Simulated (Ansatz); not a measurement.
**Na₂Te: from a starting cell to a relaxed one**

The start is a relaxed Na2Te cell with one Te and one Na atom exchanged in a cell of 3 atoms. The cell and all atomic positions are relaxed at zero pressure with r2SCAN (plane waves to 500 eV, PAW, scalar-relativistic; Ansatz, a quantum-chemistry and plane-wave program). The first steps use a coarse 6×6×6 k-mesh.

Input geometry:
```
Na2Te
1.0
    0.00000     3.63932     3.63932
    3.63932     0.00000     3.63932
    3.63932     3.63932     0.00000
Te Na
1 2
Direct
  0.25000   0.25000   0.25000
  0.75000   0.75000   0.75000
  0.00000   0.00000   0.00000
```

### Question
How much energy is released per atom?

### Answer
0.013 eV/atom.

### Question
How do the shortest distances between atoms change?

### Answer
The closest pairs of elements (up to four, under 3.6 Å), start → end: Na–Na 3.15 → 3.07 Å; Na–Te 3.15 → 3.07 Å.

### Question
Give the final cell and atomic positions.

### Answer

Space group F-43m (No. 216); a = b = c = 7.084 Å, α = β = γ = 90.00°

```tsv
atom	site	symmetry	x	y	z
Te	4d	-43m	0.7500	0.7500	0.7500
Na	4c	-43m	0.2500	0.2500	0.2500
Na	4a	-43m	0.0000	0.0000	0.0000
```
(The calculation used a cell of 3 atoms; values per cell refer to that cell.)

Final values are on a 8×8×8 k-mesh of the relaxed cell. No spin polarisation in the result.

The run could not lose the symmetry of its start.

All atoms sit on sites fixed by symmetry, so only the cell could relax.

The runs began from a structure in Materials Project; this end point is another cell, not compared with measured phases.
